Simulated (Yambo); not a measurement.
```
K3Cu3P2
1.0
    2.82906     1.63336     6.66204
   -2.82906     1.63336     6.66204
    0.00000    -3.26672     6.66204
P K Cu
2 3 3
Cartesian
  0.00000   0.00000   5.13683
  0.00000   0.00000  14.84929
  0.00000   0.00000  18.15014
  0.00000   0.00000   1.83599
  0.00000   0.00000   9.99306
  1.41453  -0.81668   6.66204
  0.00000   1.63336   6.66204
 -1.41453  -0.81668   6.66204
```

K3Cu3P2 (space group R-3m, No. 166): mean Im ε in 1 eV windows above the direct gap of 1.90 eV, for different electron-hole kernels (Yambo, broadening 0.15 eV, norm-conserving PBEsol (Quantum ESPRESSO, 92 Ry, scalar-relativistic) bands; 4×4×4 mesh, 20 valence and 7 conduction bands, static screening with 115 bands and a 3 Ry block, scissor 0.63 eV, Tamm-Dancoff; field along x).

| window (eV) | independent quasiparticles | RPA (no attraction) | BSE |
|---|---|---|---|
| 1.9 to 2.9 | 10 | 9.1 | 8.7 |
| 2.9 to 3.9 | 6.2 | 5.5 | 7.3 |
| 3.9 to 4.9 | 7.1 | 6.0 | 4.2 |

This run doesn't resolve bound excitons or single peaks, so only averages are given, and they too depend on the mesh; weight that the attraction moves below the gap isn't listed. All transitions below 5.66 eV are in the band window. The scissor comes from a G0W0 run whose convergence isn't established.

Geometry of the Materials Project entry, not relaxed at this level.
